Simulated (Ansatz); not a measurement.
Property card for SiMo₃

SiMo3:
```
CELL_PARAMETERS angstrom
      0.00000     3.09924     3.09924
      3.09924     0.00000     3.09924
      3.09924     3.09924     0.00000
ATOMIC_POSITIONS crystal
  Si 0.00000 0.00000 0.00000
  Mo 0.50000 0.50000 0.50000
  Mo 0.25000 0.25000 0.25000
  Mo 0.75000 0.75000 0.75000
```

Space group Fm-3m (No. 225); conventional cell a = 6.1985 Å, b = 6.1985 Å, c = 6.1985 Å, α = 90.00°, β = 90.00°, γ = 90.00°.

Method: DFT-PBE in the program Ansatz with PAW potentials. Structure relaxed to zero pressure with the same functional. Other levels are named where they apply.

### Cell and energy

```json
{
  "volume_per_atom": "14.88 Å³",
  "density": "8.81 g/cm³",
  "Formation energy from the elements (no fitted shifts)": "-5.4 kJ/mol of atoms"
}
```

### Electronic structure

```json
{
 "electronic_character": "metallic (no gap)",
 "Density of states at the Fermi level": "0.71 states/eV per atom (mean over ±0.08 eV)"
}
```

### Mechanics

```json
{
 "Bulk modulus (Birch–Murnaghan fit)": "239 GPa",
 "Pressure derivative B′": "4.3"
}
```

The cell is a constructed one: a structure type filled with these elements; neither database checked (COD, Materials Project) lists it. COD files the formula under space group No. 223, so this cell is another polymorph or a model. Its standing as an ambient phase is unchecked. The PBE relaxation kept the symmetry of its start; whether a distortion lowers the energy is not shown. No spin polarisation was allowed. The references are the lowest solids computed at this level, not always the standard phases. Scalar-relativistic: spin–orbit coupling is off unless named, which matters more the heavier the elements.

Potentials: the later of the program's two PAW sets.
